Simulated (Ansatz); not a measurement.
CsCuF4:
```
CELL_PARAMETERS angstrom
     -3.10092     3.10092     6.13255
      3.10092    -3.10092     6.13255
      3.10092     3.10092    -6.13255
ATOMIC_POSITIONS crystal
  Cs 0.75000 0.75000 0.00000
  Cs 0.25000 0.25000 0.00000
  Cu 0.50000 0.00000 0.50000
  Cu 0.00000 0.50000 0.50000
  F  0.45895 0.24201 0.50000
  F  0.54105 0.75799 0.50000
  F  0.74201 0.95895 0.50000
  F  0.25799 0.04105 0.50000
  F  0.24201 0.74201 0.78306
  F  0.75799 0.25799 0.21694
  F  0.95895 0.45895 0.21694
  F  0.04105 0.54105 0.78306
```

Relaxed with r²SCAN. Special points in fractions of this cell's reciprocal vectors: Γ (0.000, 0.000, 0.000); X (0.000, 0.000, 0.500); P (0.250, 0.250, 0.250); N (0.000, 0.500, 0.000); M (0.500, 0.500, -0.500); S (0.314, 0.686, -0.314); S0 (-0.314, 0.314, 0.314); R (-0.128, 0.128, 0.500); G (0.500, 0.500, -0.128).

Problem. List the band energies nearest the valence-band maximum at these points for DFT-r²SCAN in the program Ansatz with PAW potentials.

Solution. In eV from the valence-band maximum; about four levels below and three above (degenerate sets whole), none deeper than 8.9 eV; points with the same levels are listed once.

```json
[
 {"k": "Γ", "below": "-0.13 -0.13 -0.09 0.00", "above": "2.24 2.24 7.06"},
 {"k": "X", "below": "-0.19 -0.16 -0.03 -0.02", "above": "2.07 2.19 9.03"},
 {"k": "P", "below": "-0.10 -0.10 -0.09 -0.09", "above": "2.13 2.13 9.30 9.30"},
 {"k": "N", "below": "-0.11 -0.11 -0.09 -0.09", "above": "2.16 2.16 8.56 8.56"},
 {"k": "M", "below": "-0.25 -0.07 -0.07 -0.07", "above": "2.13 2.13 8.30"},
 {"k": "S", "below": "-0.15 -0.15 -0.11 -0.03", "above": "2.12 2.16 8.55"},
 {"k": "R", "below": "-0.18 -0.15 -0.06 -0.03", "above": "2.08 2.18 8.81"}
]
```

Space group I4/mcm. The workflow started from a Materials Project entry (that database holds measured and hypothetical structures alike); the Crystallography Open Database copy checked does not list it. Whether it is the stable phase at ambient conditions was not checked. The r²SCAN relaxation kept the symmetry of its start; whether a distortion lowers the energy is not shown. No spin polarisation was allowed. No Hubbard U is applied. Spin–orbit coupling is left out wherever it is not named.

Potentials: the later of the program's two PAW sets.
